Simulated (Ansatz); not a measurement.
Computed with DFT PBE, scalar-relativistic, plane waves, PAW in Ansatz. All cells share a 420 eV cutoff and Γ-centred k meshes spaced at most about 0.3 Å⁻¹ (about 0.25 or finer for metals, 2π included). No spin polarisation in the final relaxations.

All energies are static (0 K, no zero-point motion).

Two forms of SnSbS2 were relaxed alike.

A.

Space group P-4m2 (No. 115). a = 5.266 Å, b = 5.266 Å, c = 3.556 Å, α = 90.00°, β = 90.00°, γ = 90.00°
| atom | site | symmetry | x | y | z |
| --- | --- | --- | --- | --- | --- |
| Sn | 1c | -4m2 | 0.5000 | 0.5000 | 0.5000 |
| Sb | 1a | -4m2 | 0.0000 | 0.0000 | 0.0000 |
| S | 2g | 2mm. | 0.0000 | 0.5000 | 0.1235 |

B.

Space group R-3m:H (No. 166). a = 3.810 Å, b = 3.810 Å, c = 22.831 Å, α = 90.00°, β = 90.00°, γ = 120.00°
| atom | site | symmetry | x | y | z |
| --- | --- | --- | --- | --- | --- |
| Sn | 3a | -3m | 0.0000 | 0.0000 | 0.0000 |
| Sb | 3b | -3m | 0.6667 | 0.3333 | 0.8333 |
| S | 6c | 3m | 0.0000 | 0.0000 | 0.7540 |

**Question.** Which form is favoured at zero pressure, and by what margin per atom?

**Answer.** B is lower, by 43 meV/atom. A has space group P-4m2 (No. 115), 24.6 Å³/atom and no gap on its mesh; B has Sn and Sb ordered on rock salt sites, space group R-3m (No. 166), 23.9 Å³/atom and no gap. Counting S or Sb atoms around Sn (for each partner element, those within 1.25 times its shortest distance or 1.15 times the sum of covalent radii, where it is the nearest in units of that sum or under 1.3; a plus sign parts groups by distance over the sum of covalent radii; the shortest distance is added where it exceeds 1.18 times the sum of covalent radii), A has Sn 4+4 from 3.0 Å and B has Sn 6 from 3.0 Å. The denser one is the lower, and pressure would at first widen the difference. In A, around Sn lie 4 S at 2.95 Å and 4 S at 3.44 Å; Sb has 4 S at 2.67 Å; around S lie 2 Sb at 2.67 Å and 2 Sn at 2.95 Å. In B, Sn is surrounded by 6 S at 2.97 Å; around Sb lie 6 S at 2.85 Å; S has 3 Sb at 2.85 Å and 3 Sn at 2.97 Å. Both come from invented guesses.

These runs have no spin–orbit coupling, which can matter for Sb. In P-4m2, R-3m an odd number of electrons in the primitive cell allows no gap without spin; a larger cell or a magnetic state could open one. Cells relaxed within their symmetry can be saddle points.
